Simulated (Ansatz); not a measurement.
The start is a generated cell, Cd built in the AFLOW prototype A_oC8_64_f (A11, as in Ga). The cell and all atomic positions are relaxed at zero pressure with r2SCAN (plane waves to 500 eV, PAW, scalar-relativistic; Ansatz, a first-principles code). First-step values are on the input's coarse k-mesh.

Ansatz input (later rounds restart from its end on a renewed k-mesh):
Ansatz 0.2 input:
```yaml
crystal:
  lattice:
    - [2.3365701, -3.9576528, 0]
    - [2.3365701, 3.9576528, 0]
    - [0, 0, 4.6741734]
  atoms:
    - { symbol: Cd, position: [0.3451, 0.6549, 0.581] }
    - { symbol: Cd, position: [0.6549, 0.3451, 0.419] }
    - { symbol: Cd, position: [0.8451, 0.1549, 0.919] }
    - { symbol: Cd, position: [0.1549, 0.8451, 0.081] }
basis: { ecutwfc: 500, ecutrho_ratio: 4, xc_grid: 4, fft_grid_basis: typed }
kpoints: { mp_grid: { grid: [8, 8, 7] } }
hamiltonian:
  xc: r2scan
  dispersion: none
  pseudopotentials: { kind: paw }
scf: { occupations: { method: fermi_dirac, width: 0.05 } }
relax: { f_tol: 0.01, max_steps: 100, cell: { stress_tol: 0.02 } }
output: { forces: true, stress: true }
```

```json
{
  "initial_pressure": "+13.5 GPa (positive: the cell is compressed)",
  "largest_initial_force": "0.44 eV/Å, on Cd1, Cd2, Cd3, Cd4 (atoms numbered as listed)",
  "outcome": "The space group goes from Cmce (No. 64) to I4/mmm (No. 139); the end is AFLOW prototype A_tI2_139_a (A_a), with 1 atom in the primitive cell",
  "energy_released": "0.31 eV/atom",
  "Shortest distances (start → end)": "The closest pairs of elements (up to four, under 3.6 Å), start → end: Cd–Cd 2.57 → 2.91 Å",
  "band_gap_at_the_end": "no gap (metallic)",
  "optimiser_moves": "34"
}
```

The end point of the relaxation:

Space group I4/mmm (No. 139); a = b = 3.9088 Å, c = 2.9139 Å, α = β = γ = 90.00°

| atom | site | symmetry | x | y | z |
|---|---|---|---|---|---|
| Cd | 2b | 4/mmm | 0.0000 | 0.0000 | 0.5000 |
(The calculation used a cell of 1 atom; values per cell refer to that cell.)

Final values are on a 20×20×20 k-mesh of the relaxed cell. No spin polarisation in the result.

The run could not lose the symmetry of its start, so the end can be a saddle point.

The relaxed structure here is a generated cell of Cd: the first start was made by placing the elements on the sites of a structure type, and the end was not matched to a known phase here, so it may be hypothetical. Known forms of Cd include space group No. 194.
